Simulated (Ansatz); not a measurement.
The cell below belongs to a search over invented structures; it isn't taken from experiment.

Input and command of a plane-wave DFT calculation in Ansatz:

```yaml
crystal:
  lattice:
    - [3.8283544318, 0.0, 0.0]
    - [-1.9141772159, 3.3154521927, 0.0]
    - [0.0, 0.0, 3.7573730523]
  atoms:
    - { symbol: Al, position: [0.0, 0.0, 0.5] }
    - { symbol: C, position: [0.0, 0.6152609806, 0.0] }
    - { symbol: C, position: [0.6152609806, 0.0, 0.0] }
    - { symbol: C, position: [0.3847390194, 0.3847390194, 0.0] }
    - { symbol: C, position: [0.6666666667, 0.3333333333, 0.5] }
    - { symbol: C, position: [0.3333333333, 0.6666666667, 0.5] }
basis:
  ecutwfc: 420
kpoints:
  mp_grid: { grid: [12, 12, 10] }
hamiltonian:
  xc: pbe
scf:
  occupations: { method: gaussian, width: 0.1 }
output:
  forces: true
  stress: true
  eigenvalues: true
  write_density: true
  write_potential: true
  elf: true
  volumetric_format: npy
relax:
  adjacent_minimum: "off"
  f_tol: 0.01
  max_steps: 80
  cell: { stress_tol: 0.05 }
```

```bash
ansatz run input.yaml --threads 1 --pin off --max-ram 2560MiB --backend cpu --events-out ev --progress --plain --runs-dir out
```

Processor: Arm Neoverse V1, 1 thread, on a host shared with other jobs.

Q: How long does it run, and how much memory does it take?

A: About 12 min, peak memory 0.47 GiB. It solves 18 bands at 114 k points (after reduction by symmetry) with about 1527 plane waves (on the last cell), in 260 SCF iterations over 46 ionic steps.
